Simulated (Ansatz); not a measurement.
A geometry of PtSe2 away from equilibrium: step 5 of the relaxation of a relaxed PtSe2 cell with one Se and one Pt atom exchanged in a cell of 3 atoms. All values below come from r2SCAN (plane waves to 500 eV, PAW, scalar-relativistic; Ansatz, a quantum-chemistry and plane-wave program). Γ-centred k-mesh 7×7×4 on the run's cell (coarser than for final values), Fermi–Dirac smearing 0.05 eV. The plane waves were selected for a different cell earlier on the path.

```xyz
3
Lattice="3.5134 0.0000 0.0000 -1.7567 3.0427 0.0000 0.0000 0.0000 5.3703" Properties=species:S:1:pos:R:3 pbc="T T T"
Se     0.0000     0.0000    -0.2142
Se     0.0000     2.0285     1.9201
Pt     1.7567     1.0142     3.6643
```

### Question
What forces act on the atoms (eV/Å)?

### Answer
| atom | Fx | Fy | Fz |
|---|---|---|---|
| Se1 | 0.00 | 0.00 | -1.20 |
| Se2 | 0.00 | 0.00 | 2.25 |
| Pt3 | 0.00 | 0.00 | -1.05 |

The path ends in P-3m1 (No. 164) (CdI2 type). No spin polarisation in the result. No dispersion correction is included, so spacings between layers, chains or molecules are soft and tend to come out too large.

The run could not lose the symmetry of its start.
